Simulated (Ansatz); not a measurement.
## SiO2 at a changed volume: Quadrupolar parameters

The cell is an entry of the Crystallography Open Database (COD), relaxed with PBE at fixed cell and then changed (volume scaled by 0.96, ions relaxed).

```cif
data_SiO2
_symmetry_space_group_name_H-M 'P4_2/mnm'
_symmetry_Int_Tables_number 136
_cell_length_a 4.1104
_cell_length_b 4.1104
_cell_length_c 2.6285
_cell_angle_alpha 90.000
_cell_angle_beta 90.000
_cell_angle_gamma 90.000
loop_
_atom_site_label
_atom_site_type_symbol
_atom_site_symmetry_multiplicity
_atom_site_Wyckoff_symbol
_atom_site_fract_x
_atom_site_fract_y
_atom_site_fract_z
Si Si 2 a 0.0000 0.0000 0.0000
O O 4 f 0.3040 0.3040 0.0000
```

One atom of each set is listed.

The numbers come from a DFT calculation in Ansatz (PBE, plane waves and PAW, scalar-relativistic, 420 eV cutoff, Γ-centred 7×7×11 k-points, Fermi–Dirac smearing 0.02 eV).

C_Q = eQV_zz/h, which is 24.18 MHz for Q = 1 b and V_zz = 10²¹ V/m²; η = (V_xx − V_yy)/V_zz.

¹⁷O: I = 5/2, Q = -25.58 mb. Q values from Pyykkö, Mol. Phys. 116, 1328 (2018).

```json
{"site": "Si", "atoms": "2", "first shell": "6 O at 1.74–1.77 Å", "V_zz (10²¹ V/m²)": "1.22", "η": "0.69", "C_Q (MHz)": "–"}
{"site": "O", "atoms": "4", "first shell": "3 Si at 1.74–1.77 Å", "V_zz (10²¹ V/m²)": "-10.77", "η": "0.20", "C_Q (MHz)": "6.66"}
```

At O V_zz stands upright on the plane through its three neighbours (within 1°).

Si has no stable isotope with a ground-state quadrupole moment in the table, so no C_Q is given.

At this changed cell the PBE pressure is 28 GPa.

The relaxation (4 steps) took 8 s of wall time (7.7 s of CPU time) and 0.42 GiB at its peak, on 1 thread of Intel Xeon 6975P-C (Granite Rapids) (x86_64; 16 cores open to the job, memory cap 3.0 GiB, no GPU), a shared host with a load of 0.4 a core.
